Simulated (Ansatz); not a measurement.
ZnSe (zinc blende)

```xyz
2
Lattice="0.0000 2.8328 2.8328 2.8328 0.0000 2.8328 2.8328 2.8328 0.0000" Properties=species:S:1:pos:R:3 pbc="T T T"
Se     1.4164     1.4164     1.4164
Zn     0.0000     0.0000     0.0000
```

The slice is a {100} plane (indices of the conventional cell) through the point (0.000, 0.000, 0.000) (fractional), spanned by u = [100] and v = [0 1 -1] in vectors of this cell: u (4.01 Å) and v (4.01 Å, at 90° to u). It covers one period; positions are fractions (u, v).

All values below come from r2SCAN (plane waves to 500 eV, PAW, scalar-relativistic; Ansatz, a program for electronic structure). k mesh 10×10×10. These are valence fields of a PAW run, semicore shells included where kept as valence: close to a nucleus they are smooth pseudo fields. ZnSe was relaxed with its symmetry unable to fall.

Predict the map of the electrostatic potential energy of an electron, from the cell's mean on the slice.


| v \ u | 0.00 | 0.10 | 0.20 | 0.30 | 0.40 | 0.50 | 0.60 | 0.70 | 0.80 | 0.90 |
|---|---|---|---|---|---|---|---|---|---|---|
| 0.90 | x | x | x | 2.3 | 4.5 | 4.7 | 4.5 | 2.3 | x | x |
| 0.80 | x | x | 0.9 | 4.2 | 5.4 | 5.6 | 5.4 | 4.2 | 0.9 | x |
| 0.70 | 1.5 | 2.3 | 4.2 | 5.5 | 6.1 | 6.2 | 6.1 | 5.5 | 4.2 | 2.3 |
| 0.60 | 4.1 | 4.5 | 5.4 | 6.1 | 6.4 | 6.5 | 6.4 | 6.1 | 5.4 | 4.5 |
| 0.50 | 4.3 | 4.7 | 5.6 | 6.2 | 6.5 | 6.6 | 6.5 | 6.2 | 5.6 | 4.7 |
| 0.40 | 4.1 | 4.5 | 5.4 | 6.1 | 6.4 | 6.5 | 6.4 | 6.1 | 5.4 | 4.5 |
| 0.30 | 1.5 | 2.3 | 4.2 | 5.5 | 6.1 | 6.2 | 6.1 | 5.5 | 4.2 | 2.3 |
| 0.20 | x | x | 0.9 | 4.2 | 5.4 | 5.6 | 5.4 | 4.2 | 0.9 | x |
| 0.10 | x | x | x | 2.3 | 4.5 | 4.7 | 4.5 | 2.3 | x | x |
| 0.00 | x | x | x | 1.5 | 4.1 | 4.3 | 4.1 | 1.5 | x | x |

Values: electrostatic potential energy of an electron, from the cell's mean, in eV. Points within 1 Å of a nucleus are blanked (x), as the pseudised field means little there. Values under -2 eV are set to -2. The zero, the cell's mean, hangs on the PAW cores.
